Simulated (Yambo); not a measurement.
Yambo run on BN (rhombohedral, space group R3m, No. 160). The wavefunctions come from this Quantum ESPRESSO step (LDA, PseudoDojo standard norm-conserving files, scalar-relativistic):

```
&CONTROL
  calculation = 'nscf'
  pseudo_dir = './pseudo'
  outdir = './out'
/
&SYSTEM
  ibrav = 0
  nat = 2
  ntyp = 2
  ecutwfc = 84.0
  ecutrho = 336.0
  occupations = 'fixed'
  force_symmorphic = .true.
  nbnd = 69
/
&ELECTRONS
  conv_thr = 2e-09
  diago_full_acc = .true.
  diago_thr_init = 1e-08
/
ATOMIC_SPECIES
B 10.8100 B.upf
N 14.0070 N.upf
CELL_PARAMETERS angstrom
  1.251119912000   0.722334418000   3.372933000000
 -1.251119912000   0.722334418000   3.372933000000
  0.000000000000  -1.444668836000   3.372933000000
ATOMIC_POSITIONS crystal
B   0.999670000000   0.999670000000   0.999670000000
N   0.332763000000   0.332763000000   0.332763000000
K_POINTS automatic
6 6 6 0 0 0
```

Yambo input:

```
rim_cut
gw0
dyson
el_el_corr
HF_and_locXC
ppa
em1d
RandQpts= 1000000
RandGvec= 1 Ry
EXXRLvcs= 84 Ry
VXCRLvcs= 336 Ry
Chimod= "HARTREE"
% BndsRnXp
 1 | 68 |
%
NGsBlkXp= 14 Ry
% LongDrXp
 1.0 | 1.0 | 1.0 |
%
PPAPntXp= 27.2114 eV
% GbndRnge
 1 | 68 |
%
GTermKind= "BG"
DysSolver= "n"
ExtendOut
% QPkrange
 12 | 12 | 4 | 5 |
 13 | 13 | 4 | 5 |
%
```

k points by index: 12 = (0, 0.333, -0.333), 13 = F.

Resulting energies as the program prints them:

```
#    K-point    Band    Eo [eV]    E [eV]    E-Eo [eV]    Vxc [eV]    Vnlxc [eV]    Sc|Eo [eV]    Sc|E [eV]    dSc/dw|Eo [eV]    Re(Z)    Im(Z)
#
    12    4    0.000000    -0.932540    -0.932540    -16.40975    -19.72782    2.158422    2.385529    -6.626412    0.804170    -0.001060
    12    5    4.587213    5.423978    0.836766    -11.16409    -5.755667    -4.400604    -4.571658    -5.562033    0.830287    -0.986386E-3
    13    4    -1.193653    -2.275436    -1.081783    -15.17577    -18.89116    2.369998    2.633604    -6.630278    0.804078    -0.001109
    13    5    4.131695    4.934893    0.803198    -10.92169    -5.960403    -4.002006    -4.158085    -5.287250    0.837307    -0.942626E-3
```
(The two width columns are left out.) Convergence of these settings isn't established.

Geometry of the Materials Project entry, not relaxed at this level.

This is not the ordinary phase of the substance; no match was found in the copy of COD used, and its stability was not checked.

The distance between layers or molecules is the database entry's, not relaxed here. Functionals without dispersion can leave it too large, which widens gaps and weakens the response across layers: the numbers belong to this cell.
